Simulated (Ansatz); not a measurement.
ZrO2:
```
ZrO2
1.0
    5.55246     0.00000     0.00000
    0.00000     9.98534     0.00000
    0.00000     0.00000     5.77861
Zr O
8 16
Direct
  0.14811   0.12977   0.90688
  0.64811   0.37023   0.09312
  0.35189   0.87023   0.40688
  0.85189   0.62977   0.59312
  0.85189   0.87023   0.09312
  0.35189   0.62977   0.90688
  0.64811   0.12977   0.59312
  0.14811   0.37023   0.40688
  0.83000   0.01470   0.84471
  0.33000   0.48530   0.15529
  0.67000   0.98530   0.34471
  0.17000   0.51470   0.65529
  0.17000   0.98530   0.15529
  0.67000   0.51470   0.84471
  0.33000   0.01470   0.65529
  0.83000   0.48530   0.34471
  0.47592   0.23194   0.87608
  0.97592   0.26806   0.12392
  0.02408   0.76806   0.37608
  0.52408   0.73194   0.62392
  0.52408   0.76806   0.12392
  0.02408   0.73194   0.87608
  0.97592   0.23194   0.62392
  0.47592   0.26806   0.37608
```

Relaxed with r²SCAN.

Task: Map the electron localisation function on the plane through (0.148, 0.130, 0.907) spanned by u = [1, 1, 0] and v = [1, 0, 1] in lattice vectors, from the program Ansatz at the r²SCAN level (PAW).

Result: x is the fraction of u, y of v (the angle between them is 70°; rows are the nearest grid lines); atoms in the plane: Zr at (0.00, 0.00), O at (0.10, 0.72).
```
|0497126641000147888600000000110255216940|
|7898201220000013444200000000003799852897|
|9997100000000001222100100000014899982389|
|2331100000001100001014664200015899998202|
|1468875200146774100038999851002689998401|
|2899899610158999840069978985100146764102|
|2897589820048999972069857996200012321002|
|1498469930015998997138988997200000002421|
|7239999821221599997304799852000122116997|
|9712788511342137886300132135630035424899|
|9720355300232113664100000269983036632689|
|5410000000011110010001000598689415774135|
|0000000001478886310025541298228922676300|
|0024420001589999850047886139999930144200|
|0146641000489999961047888415999720012100|
|0146641022128999973025788730012122100000|
|0023421499962589863002456631036899851000|
|0000001798799213421000001100159989996200|
|0000000697489500100000000000048987997300|
|0012210189889710000000110112115998996100|
|4103665115997313553000121146630489962354|
|9941477620010137887400011136751012215999|
|8981277740000148998500011124541000017978|
|0497126641000147888600000000110255216940|
```
Scale: ten equal steps from 0.010 (start of '0') to 0.847 (end of '9'), in the order '0123456789'; x runs from 0.000 to 1.00, y from 0.000 (bottom) to 1.00 (top).

The density is the valence pseudo-density with augmentation charge, so density and ELF within about 1 Å of a nucleus are not all-electron values.

Space group Pbca. A made-up cell: these elements were put on the sites of a structure type; the Crystallography Open Database copy checked does not list it. It is not the phase usual at ambient conditions (space group No. 14). The r²SCAN relaxation kept the symmetry of its start; its stability against distortions is not shown here. No spin polarisation was allowed.

Potentials: the later of the program's two PAW sets.
